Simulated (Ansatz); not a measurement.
**Hf$_{3}$ZrS$_{8}$: zone-centre modes**

The calculation used Ansatz, DFT PBE, scalar-relativistic, plane waves, PAW. Plane waves to 420 eV; Γ-centred k mesh 4×4×4; fixed occupations. No spin polarisation. Phonons by linear response, acoustic sum rule imposed.

Relaxed structure:
```
Zr Hf S
1.0
     6.84262   -3.66077    0.00013
     6.84262    3.66077    0.00013
    -0.00086    0.00000    6.33822
Zr Hf S
1 3 8
Direct
  0.50000 0.50000 0.50000
  0.24968 0.75032 0.00000
  0.75032 0.24968 0.00000
  0.00000 0.00000 0.50000
  0.10559 0.10559 0.16699
  0.60578 0.60578 0.16411
  0.35406 0.85752 0.66779
  0.85752 0.35406 0.66779
  0.14248 0.64594 0.33221
  0.64594 0.14248 0.33221
  0.39422 0.39422 0.83589
  0.89441 0.89441 0.83301
```

The structure comes from a generated guess, relaxed at this level; another structure or a mixture of phases may lie lower. Spin–orbit coupling is left out, which matters for heavy elements. The run warned that its linear response isn't converged on this k mesh, so dielectric tensors, Born charges and infrared intensities are rough, and the frequencies may be too. No dispersion correction is applied, so modes and constants that involve weak contacts between layers, chains or molecules come out too soft.

Optical modes at Γ (transverse, no macroscopic field):
| frequency (cm⁻¹) | degeneracy | IR intensity of the level ((D/Å)²/amu) |
| --- | --- | --- |
| 50 | 1 | 0.00 |
| 50 | 1 | 0.05 |
| 55 | 1 | 0.00 |
| 79 | 1 | 0.06 |
| 103 | 1 | 0.00 |
| 112 | 1 | 0.25 |
| 136 | 1 | 0.00 |
| 139 | 1 | 84.63 |
| 140 | 1 | 84.60 |
| 159 | 1 | 10.57 |
| 164 | 1 | 11.14 |
| 196 | 1 | 0.00 |
| 228 | 1 | 0.00 |
| 229 | 1 | 0.02 |
| 234 | 1 | 0.00 |
| 236 | 1 | 0.05 |
| 237 | 1 | 0.00 |
| 240 | 1 | 0.01 |
| 240 | 1 | 0.00 |
| 248 | 1 | 0.00 |
| 248 | 1 | 0.00 |
| 250 | 1 | 0.18 |
| 267 | 1 | 0.00 |
| 284 | 1 | 0.00 |
| 285 | 1 | 0.00 |
| 286 | 1 | 0.10 |
| 292 | 1 | 0.57 |
| 296 | 1 | 0.55 |
| 307 | 1 | 3.61 |
| 310 | 1 | 0.00 |
| 312 | 1 | 0.00 |
| 313 | 1 | 0.07 |
| 320 | 1 | 0.00 |

All 33 optical modes at Γ are real: no displacement of atoms at fixed cell lowers the energy to second order. Strains and modes at other wave vectors aren't tested by this run.

| Item | Value |
| --- | --- |
| Electronic dielectric constant ε∞ (principal values) | 3.28, 8.94, 8.94 |
| Static dielectric constant ε0 (principal values) | 3.5, 41.1, 41.3 |
| Refractive index √ε∞, mean | 2.66 |
| Kohn–Sham gap on the mesh | 1.19 eV |
| Cost | 22 min on 4 threads of Intel(R) Xeon(R) Processor @ 2.70GHz (shared host), peak memory 7.8 GiB |

Born effective charges (e):
```csv
atom,Z*xx,Z*yy,Z*zz,mean
Zr (atom 1),1.40,7.06,7.04,5.17
Hf (atom 2),1.30,6.66,6.70,4.89
Hf (atom 4),1.29,6.78,6.70,4.93
S (atom 5),-0.66,-3.37,-3.37,-2.47
S (atom 6),-0.66,-3.34,-3.44,-2.48
S (atom 7),-0.66,-3.43,-3.38,-2.49
```
